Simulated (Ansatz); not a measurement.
Problem. Each is relaxed and computed with r²SCAN in the plane-wave PAW code Ansatz. Which is the only metal?
(A) HfGeO3, P4mm (Hf on 1b, Ge on 1a, O on 2c, O on 1b)
(B) Hf2Nb3Ge4, Pnma (Pearson symbol oP36)
(C) HfO2, Pca2_1 (Hf on 4a, O on 4a, O on 4a)
(D) CoLi2Nb4O12, P1 (Pearson symbol aP19)

Solution. B, Hf2Nb3Ge4, Pnma (Pearson symbol oP36). Hf2Nb3Ge4: metal; HfGeO3: gap 1.66 eV (indirect); HfO2: gap 4.94 eV (indirect); CoLi2Nb4O12: gap 1.47 eV (indirect). Spin orders computed, not proven ground states: CoLi2Nb4O12, P1 (Pearson symbol aP19) ferromagnetic. Typed or built starts, not in the databases checked: HfGeO3, P4mm (Hf on 1b, Ge on 1a, O on 2c, O on 1b); CoLi2Nb4O12, P1 (Pearson symbol aP19). Standing as an ambient phase not checked: Hf2Nb3Ge4, Pnma (Pearson symbol oP36). All cells were relaxed under the symmetry of their starts (and spin orders); stability against distortions was not tested throughout. Rows with no word on spin ran without spin polarisation. No Hubbard U is applied. Scalar-relativistic: spin–orbit coupling is off unless named, which matters more the heavier the elements.

Potentials: the later of the program's two PAW sets.
